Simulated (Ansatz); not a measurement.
A scan (energy over volume and axial ratio; atoms clamped) gave these values. Method: PBEsol (plane waves to 420 eV, PAW, scalar-relativistic; Ansatz, a quantum-chemistry and plane-wave program).

The shear modulus C′ = (C11 − C12)/2 (fit, atoms clamped) comes out as 123 GPa.

Task: Of these crystals, all scanned alike, which one is it?
(A) Ni (fcc, Cu type)
(B) CdSe (zinc blende)
(C) SrTiO₃ (cubic perovskite)
(D) CoSi₂ (fluorite type, space group Fm-3m)

Result: C, SrTiO₃ (cubic perovskite). The others have, for the shear modulus C′ = (C11 − C12)/2: Ni 70 GPa, CdSe 9 GPa, CoSi2 50 GPa

All were relaxed with their symmetry unable to fall. CoSi2 is run without spin polarisation. Relaxed Ni ends ferromagnetic. SrTiO3 is run without spin polarisation. The PAW data are Ansatz's earlier set. The magnetic order is the one the run started from; other orders were not tried. (This holds for the magnetic or f-shell members.)

(A scan under strain: stresses follow from slopes of the energy per volume, elastic moduli from its curvatures.)
